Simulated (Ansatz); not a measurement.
Consider the following.

ZnS (zinc blende)

```xyz
4
Lattice="0.0000 5.4435 5.4435 2.7217 2.7217 5.4435 2.7217 2.7217 0.0000" Properties=species:S:1:pos:R:3 pbc="T T T"
S      4.0826     9.5261     9.5261
S      4.0826     6.8044     6.8044
Zn     0.0000     0.0000     0.0000
Zn     2.7217     5.4435     8.1652
```

The atoms are displaced by Q × the pattern below (from a DFPT mode at X = (0.5, 0.5, 0.0), largest move 1; Q in Å), at fixed cell. It is one choice among 2 degenerate patterns. (q is in reciprocal vectors of the primitive cell; the cell shown is doubled to hold the pattern.)

```tsv
atom	x	y	z
S1	0.608	0.000	0.000
S2	-0.608	0.000	0.000
Zn3	0.000	1.000	0.000
Zn4	0.000	-1.000	0.000
```

Computed with PBE (plane waves to 420 eV, PAW, scalar-relativistic; Ansatz, a program for electronic structure). k mesh 10×10×10 (Γ-centred), Fermi-Dirac smearing 0.05 eV. Energies are smeared free energies. The PAW data are Ansatz's earlier set. ZnS was relaxed with its symmetry unable to fall. The zero of ΔE is the undisplaced structure.

The scan covers Q from -0.100 to 0.100 Å in 13 points.

Question: Is this a single well or a double well?

Answer: A single well with its minimum at or next to zero displacement.

Question: Which space group does the distorted structure have?

Answer: C222_1 (No. 20), lowered from F-43m.

Question: What is the energy change at Q = 0.100 Å?

Answer: 22.8 meV/cell.

Question: What harmonic wavenumber does the curvature at Q = 0 give?

Answer: 90 cm⁻¹.

(A displaced cell: forces are minus the slopes of the energy, force constants its curvatures, and phonons follow from these.)
